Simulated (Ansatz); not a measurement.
CdBr$_{2}$:
```xyz
6
Lattice="3.9949 0.0000 0.0000 -1.9974 3.4596 0.0000 0.0000 0.0000 12.7153" Properties=species:S:1:pos:R:3 pbc="T T T"
Cd     1.9974     1.1532    11.1257
Cd     0.0000     2.3064     4.7681
Br     0.0000     0.0000     9.5624
Br     0.0000     0.0000     3.2047
Br     0.0000     2.3064    12.6896
Br     1.9974     1.1532     6.3319
```

Relaxed with r²SCAN+D4. Special points in fractions of this cell's reciprocal vectors: Γ (0.000, 0.000, 0.000); M (0.500, 0.000, 0.000); K (0.333, 0.333, 0.000); A (0.000, 0.000, 0.500); L (0.500, 0.000, 0.500); H (0.333, 0.333, 0.500).

Problem. List the band energies nearest the valence-band maximum at these points for the program Ansatz at the r²SCAN+D4 with spin–orbit coupling level (PAW).

Solution. In eV from the valence-band maximum; about four levels below and three above (degenerate sets whole), none deeper than 8.9 eV; points with the same levels are listed once.

```
k                    below                above
-  -----------------------  -------------------
Γ    -0.11 -0.11 0.00 0.00  3.35 3.35 4.49 4.49
M  -0.35 -0.35 -0.10 -0.10  4.02 4.02 4.32 4.32
K  -0.58 -0.57 -0.29 -0.29       4.82 4.83 4.83
A  -0.05 -0.05 -0.05 -0.05  3.92 3.92 3.92 3.92
L  -0.24 -0.24 -0.24 -0.24  4.21 4.21 4.21 4.21
H  -0.54 -0.54 -0.54 -0.54  4.80 4.80 4.80 4.80
```

Space group P6_3mc. The first step of the workflow began from a Materials Project structure, measured or hypothetical; the Crystallography Open Database files this formula in space group No. 186, but the cells were not matched. Whether it is the stable phase at ambient conditions was not checked. Symmetry was held in the r²SCAN+D4 relaxation; its stability against distortions is not shown here.

Potentials: the later of the program's two PAW sets.
